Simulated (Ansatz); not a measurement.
BeTe (rock salt, space group No. 225) at seven volumes, PBE (plane waves, PAW; program Ansatz), scaled uniformly. One row is withheld.

```json
[
 {"V (Å³/atom)": "17.515", "P (GPa)": "7.66"},
 {"V (Å³/atom)": "18.093", "P (GPa)": "4.70"},
 {"V (Å³/atom)": "18.670", "P (GPa)": "?"},
 {"V (Å³/atom)": "19.248", "P (GPa)": "0.00"},
 {"V (Å³/atom)": "19.825", "P (GPa)": "-1.86"},
 {"V (Å³/atom)": "20.402", "P (GPa)": "-3.45"},
 {"V (Å³/atom)": "20.980", "P (GPa)": "-4.82"}
]
```

Q: Fit the shown pressures and predict the withheld one.

A: P = (3/2)B₀(x^(7/2) − x^(5/2))[1 + (3/4)(B′ − 4)(x − 1)] with x = (V₀/V)^(2/3). Least squares on the six rows gives V₀ = 19.248 Å³/atom, B₀ = 66.8 GPa, B′ = 4.13. At V = 18.670, x = 1.0205 and P = 2.17 GPa. The run itself gave 2.17 GPa.

Space group Fm-3m (rock salt). The start of the workflow was typed in or built on a structure type; neither database checked (COD, Materials Project) lists it. COD files the formula under space group No. 216, so this cell is another polymorph or a model. Its standing as an ambient phase is unchecked. The PBE relaxation kept the symmetry of its start; whether a distortion lowers the energy is not shown. Its formation energy is positive at this level, so the cell may be metastable or incomplete. Scalar-relativistic: spin–orbit coupling is off unless named, which matters more the heavier the elements.

Potentials: the later of the program's two PAW sets.
